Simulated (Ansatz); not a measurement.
## Gd (dhcp)

Level of theory: DFT, r²SCAN, scalar-relativistic, collinear spin; plane waves to 500 eV with PAW datasets (Ansatz 0.2.0), 14×14×4 k-mesh, Gaussian smearing of 0.05 eV; PAW files: Ansatz's generated set soft_2.

```
Gd
1.0
     3.65689    0.00000    0.00000
    -1.82844    3.16696    0.00000
     0.00000    0.00000   11.89587
Gd
4
Cartesian
  0.0000 0.0000 0.0000
  0.0000 0.0000 5.9479
  0.0000 2.1113 2.9740
  1.8284 1.0557 8.9219
```

At room temperature and ambient pressure Gd is hcp.

The geometry is fixed. Moments are started on Gd in several ways. Signs follow the order of those atoms.

The starts:
- ferromagnetic
- no spin polarisation
- antiferromagnetic in the cell, signs ++--
- antiferromagnetic in the cell, signs +-+-
- ferrimagnetic in the cell, signs +++-

Problem. Which start ends lowest?

Solution. Lowest: antiferromagnetic in the cell, signs +-+-, though «ferromagnetic» lies within 3.9 meV/atom, too near to part.

```csv
start,largest typed moment (μB),ΔE (meV/atom),gap on the mesh (eV),P (GPa),final spin moments (μB)
ferromagnetic,8.50*,0.0,metal,0.0,"Gd 7.73, 7.54"
no spin polarisation,0.00,8004.2,metal,1.1,none
"antiferromagnetic in the cell, signs ++--",7.00,54.1,metal,-0.9,"Gd 7.43, -7.66"
"antiferromagnetic in the cell, signs +-+-",7.00,-3.9,metal,-0.2,"Gd 7.74, -7.74, 7.56, -7.56"
"ferrimagnetic in the cell, signs +++-",7.00,6.1,metal,-0.6,"Gd 7.51, 7.60, -7.73"
```

A star marks runs that didn't start from the typed moments alone: the program put its own moment for the open shell in their place.

These starts ended with a net moment, so they aren't compensated antiferromagnets: antiferromagnetic in the cell, signs ++--.

The program warned that a state may lie lower still than the lowest row, perhaps of another order.

The program noted a lower state or an instability beside: antiferromagnetic in the cell, signs ++--; ferrimagnetic in the cell, signs +++-. The lower rows of the table may be what it saw.

The atoms aren't at rest in: antiferromagnetic in the cell, signs +-+- (forces up to 0.21 eV/Å); ferrimagnetic in the cell, signs +++- (forces up to 0.11 eV/Å), so relaxing would lower these rows.

The cell was relaxed in the state of the first row, and its shape doesn't suit: antiferromagnetic in the cell, signs ++-- (uneven stress of 1.5 GPa).

The row without spin polarisation prices the pairing of the open shell's electrons, not a magnetic ordering energy.

Only orders that fit these small cells were tried, so the real crystal's order may be another.

Without a U the 4f levels of Gd lie too near the Fermi level, so their share of the states there, and what hangs on it, is overstated. No spin–orbit coupling, a notable omission for heavy elements. Site moments are of spin, integrated over atomic spheres.

The state of the open shells isn't shown to be the lowest.
